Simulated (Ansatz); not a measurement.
PI$_{2}$ in space group P-1 (No. 2; P on 2i, I on 2i, I on 2i), LDA in the plane-wave PAW code Ansatz. The conduction-band minimum lies at R, with 1 equivalent valley. Second derivatives d²E/dk² of the lowest band at one valley (eV·Å²), along Cartesian directions:

```csv
direction,d²E/dk²
[100],9.514
[010],14.20
[001],3.662
[110],8.460
[101],2.913
[011],11.12
```

Find the principal effective masses, the density-of-states mass and the conductivity mass.

Off-diagonal terms follow from H_xy = H[110] − (H_xx + H_yy)/2, and m*/mₑ = 7.620 eV·Å² over each eigenvalue: 0.45, 0.90, 4.1. One valley's DOS mass (m₁m₂m₃)^(1/3) = 1.2, conductivity mass 3/(Σ 1/mᵢ) = 0.84 mₑ.

What effective density of states Nc follows at 300 K for parabolic valleys?

Nc = 2.509e19 × 1 × (1.2)^(3/2) ≈ 3.3e19 cm⁻³.

The workflow started from an entry of the Crystallography Open Database (COD, 120 K). Whether it is the stable phase at ambient conditions was not checked. The cell was relaxed with LDA under the symmetry of its start; its stability against distortions is not shown here. A crystal of weakly bound molecules computed without a dispersion correction: the cell and the soft elastic constants depend strongly on that. Scalar-relativistic: spin–orbit coupling is off unless named, which matters more the heavier the elements.

Potentials: the later of the program's two PAW sets.

Edges and masses are those of Kohn–Sham bands, whose gap is no quasiparticle gap.
